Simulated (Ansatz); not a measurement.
NbSi₂:
```xyz
3
Lattice="0.0000 3.0231 3.0231 3.0231 0.0000 3.0231 3.0231 3.0231 0.0000" Properties=species:S:1:pos:R:3 pbc="T T T"
Nb     0.0000     0.0000     0.0000
Si     1.5116     1.5116     1.5116
Si     4.5347     4.5347     4.5347
```

Relaxed with PBE. Special points in fractions of this cell's reciprocal vectors: Γ (0.000, 0.000, 0.000); X (0.500, 0.000, 0.500); U (0.625, 0.250, 0.625); K (0.375, 0.375, 0.750); L (0.500, 0.500, 0.500); W (0.500, 0.250, 0.750).

Task: List the band energies nearest the Fermi level at these points for PBE in the plane-wave PAW code Ansatz.

Result: In eV from the Fermi level; about four levels below and three above (degenerate sets whole), none deeper than 8.9 eV; points with the same levels are listed once.

```
k                                below                above
-  -----------------------------------  -------------------
Γ  -3.94 -3.94 -3.94 -2.85 -0.43 -0.43       3.47 3.47 3.47
X        -2.58 -2.58 -0.64 -0.64 -0.19       0.87 4.69 6.11
U              -3.15 -2.52 -1.29 -0.27       0.79 1.25 4.40
L        -3.26 -3.26 -1.12 -0.11 -0.11       0.23 0.23 0.71
W              -4.54 -1.45 -1.45 -0.62  0.58 1.70 4.71 4.71
```

Space group Fm-3m (fluorite). A made-up cell: these elements were put on the sites of a structure type; neither database checked (COD, Materials Project) lists it. COD files the formula under space group No. 180, 181, so this cell is another polymorph or a model. Whether it is the stable phase at ambient conditions was not checked. The PBE relaxation kept the symmetry of its start; whether a distortion lowers the energy is not shown. The run is not spin-polarised. Scalar-relativistic: spin–orbit coupling is off unless named, which matters more the heavier the elements.

Potentials: the later of the program's two PAW sets.
